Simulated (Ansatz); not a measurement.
Here is the system:

YPb3 (Cu3Au type)

```cif
data_Pb3Y
_chemical_formula_sum 'Y1 Pb3'
_space_group_name_H-M_alt 'Pm-3m'
_space_group_IT_number 221
_space_group_name_Hall '-P 4 2 3'
_cell_length_a 4.86063
_cell_length_b 4.86063
_cell_length_c 4.86063
_cell_angle_alpha 90.000
_cell_angle_beta 90.000
_cell_angle_gamma 90.000
loop_
_atom_site_label
_atom_site_type_symbol
_atom_site_symmetry_multiplicity
_atom_site_Wyckoff_symbol
_atom_site_fract_x
_atom_site_fract_y
_atom_site_fract_z
_atom_site_occupancy
Y1 Y 1 a 0.00000 0.00000 0.00000 1
Pb1 Pb 3 c 0.00000 0.50000 0.50000 1
```

This relaxed cell (volume V₀) is scaled evenly in all directions, its shape held. Symmetry pins the atoms to their sites.

Computed with r2SCAN (plane waves to 500 eV, PAW, scalar-relativistic; Ansatz, a first-principles code). k mesh 10×10×10 (Γ-centred), Fermi-Dirac smearing 0.05 eV. Energies are smeared free energies. Stress and pressure are positive under compression. Spin-orbit coupling is left out, though Pb is heavy. YPb3 is run without spin polarisation. YPb3 was relaxed with its symmetry unable to fall. The zero of ΔE is the relaxed starting cell.

The scan covers V/V₀ from 0.840 to 1.160 in 11 points.

Task: What pressure does the cell carry at V/V₀ = 0.840?

Result: 14.2 GPa.

Task: What is ΔE at V/V₀ = 1.160?

Result: 95 meV/atom.

Task: What is ΔE at V/V₀ = 0.840?

Result: 173 meV/atom.

(Under strain, the slope of the energy per volume gives the stress and its curvature an elastic modulus.)
